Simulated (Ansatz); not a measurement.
Suppose ZnTe₂O₃ takes space group P4/mmm (No. 123), with Zn on 1d; Te on 1a and 1c; O on 2f and 1b.

These are results of DFT PBE, scalar-relativistic, plane waves, PAW in Ansatz, not measurements. Cutoff 420 eV, Γ-centred mesh, Gaussian smearing, no spin polarisation.

Energies over the elements count from the elements' standard structures at the same level (O₂ as a molecule), with no fitted energy shifts.

Question: Predict the relaxed structure.

Answer:

Space group P4/mmm (No. 123). a = 4.731 Å, b = 4.731 Å, c = 4.813 Å, α = 90.00°, β = 90.00°, γ = 90.00°
```json
{"atom": "Zn", "site": "1d", "symmetry": "4/mmm", "x": "0.5000", "y": "0.5000", "z": "0.5000"}
{"atom": "Te", "site": "1a", "symmetry": "4/mmm", "x": "0.0000", "y": "0.0000", "z": "0.0000"}
{"atom": "Te", "site": "1c", "symmetry": "4/mmm", "x": "0.5000", "y": "0.5000", "z": "0.0000"}
{"atom": "O", "site": "2f", "symmetry": "mmm.", "x": "0.0000", "y": "0.5000", "z": "0.0000"}
{"atom": "O", "site": "1b", "symmetry": "4/mmm", "x": "0.0000", "y": "0.0000", "z": "0.5000"}
```

Around Zn lie 2 Te at 2.41 Å; Te on its first site has 6 O at 2.37–2.41 Å; Te on its second site has 4 O at 2.37 Å and 2 Zn at 2.41 Å; around O on a site of symmetry mmm lie 4 Te at 2.37 Å; 1 more site not described. Another local minimum with the same sites may exist.

Question: And its energy and gap?

Answer: The formation energy is +0.01 eV/atom and the gap on the 8×8×8 mesh of the 6-atom cell is 0 eV (a metal). The formation energy is too near zero to say whether this cell lies below the elements.

The last run used Gaussian smearing of 0.10 eV. The k mesh leaves some 4 meV/atom of noise in the energy of each metallic cell. These runs have no spin–orbit coupling, which can matter for Te. The reference form of Te is held partly by dispersion forces, which this level lacks. Symmetry constrained the relaxation, so the result can be a saddle point. Another cell of ZnTe2O3 relaxed alike, in R-3m, lies 282 meV/atom lower, so this cell isn't the stable form at this level.
